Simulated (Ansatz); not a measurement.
MgTiNO in space group P4/mmm (No. 123; Ti on 1a, N on 1c, Mg on 1d, O on 1b) under volume change, the program Ansatz at the r²SCAN level (PAW), shape and atoms relaxed at each volume.

```csv
V (Å³/atom),E − E(relaxed) (meV/atom),P (GPa)
8.674,61.6,25.09
8.959,25.8,15.33
9.245,6.0,7.02
9.531,0.0,0.00
9.817,5.5,-5.98
10.103,20.7,-10.90
10.389,43.3,-14.66
```

Q: What does a third-order Birch–Murnaghan fit give for V₀, B₀ and B′?

A: V₀ = 9.53 Å³/atom, B₀ = 212 GPa, B′ = 4.9.

The start of the workflow was typed in or built on a structure type; neither database checked (COD, Materials Project) lists it. Whether it is the stable phase at ambient conditions was not checked. The r²SCAN relaxation kept the symmetry of its start; its stability against distortions is not shown here. Magnetic state: ferromagnetic, the only order run, not a proven ground state. The cell computed holds one magnetic atom, so no antiferromagnetic order was within reach. Other orbital occupations within this spin state were not tried. No Hubbard U is applied.

Potentials: the earlier of the program's two PAW sets.
